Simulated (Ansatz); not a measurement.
Ir (simple cubic, space group No. 221) at seven volumes, the program Ansatz at the r²SCAN level (PAW), scaled uniformly. One row is withheld.

```tsv
V (Å³/atom)	P (GPa)
15.128	31.98
15.626	19.37
16.125	8.82
16.624	0.00
17.122	?
17.621	-13.53
18.120	-18.67
```

Q: Fit the shown pressures and predict the withheld one.

A: P = (3/2)B₀(x^(7/2) − x^(5/2))[1 + (3/4)(B′ − 4)(x − 1)] with x = (V₀/V)^(2/3). Least squares on the six rows gives V₀ = 16.624 Å³/atom, B₀ = 268 GPa, B′ = 4.96. At V = 17.122, x = 0.9805 and P = -7.35 GPa. The run itself gave -7.37 GPa.

Space group Pm-3m (simple cubic). A made-up cell: these elements were put on the sites of a structure type; neither database checked (COD, Materials Project) lists it. It is not the phase usual at ambient conditions (space group No. 225). The r²SCAN relaxation kept the symmetry of its start; whether a distortion lowers the energy is not shown. No spin polarisation was allowed. Scalar-relativistic: spin–orbit coupling is off unless named, which matters more the heavier the elements.

Potentials: the earlier of the program's two PAW sets.
